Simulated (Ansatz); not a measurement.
**YPd2Si2 under pressure: fit and missing row**

YPd2Si2, I4/mmm, a = 4.137 Å, c = 9.918 Å. The structure is a COD entry; whether it is the stable form wasn't checked. Ansatz: r2SCAN, PAW, 500 eV, Γ-centred 12×12×12 mesh on 5 atoms, Gaussian smearing 0.10 eV; no spin polarisation. Cell and atoms are relaxed at each pressure, and no other structure is tried, so the rows at high pressure may lie past a change of phase.

```
V (Å³/atom) P (GPa)
          ?    39.98
     15.178    19.99
     15.948     9.99
     16.421     4.99
     16.740     2.01
     16.973     0.00
     17.224    -2.00
```

**Question.** Take V0 = 16.973 Å³/atom, fit the third-order Birch–Murnaghan form to the other rows, and predict the missing volume.

**Answer.** With the Eulerian strain f = ½[(V0/V)^(2/3) − 1] and y = P/[3f(1 + 2f)^(5/2)], the form is the line y = B0 + 1.5 B0 (B0′ − 4) f. Rows (f, y): 0.03868, 143.0; 0.02120, 141.6; 0.01114, 141.3; 0.00463, 141.4; -0.00487, 140.3. Means f = 0.01416, y = 141.52; Σ(Δf)² = 0.001113, ΣΔfΔy = 0.06188; the slope is their ratio. y = 140.7 + 55.60 f GPa, so B0 = 140.7 GPa and B0′ = 4 + 2 × (55.60)/(3 × 140.7) = 4.26. P = 39.98 GPa is met at f = 0.06729 (y = 144.44), so V = V0 (1 + 2f)^(−3/2) = 14.045 Å³/atom. The run gave 14.057 Å³/atom, so the fit is 0.012 Å³/atom too low, 0.38 % of the span of the series, against an rms of 0.001 Å³/atom on the fitted rows. The row lies outside the fitted range. A fourth-order term fitted to the same rows gives P = 39.82 GPa at this row's volume (the line 39.71, the run 39.98), which recovers part of the miss. Also, this row ran on the mesh 14×14×14, its neighbour on 12×12×12, which can shift it a little.

The mesh isn't the same in all rows (12×12×12, 14×14×14).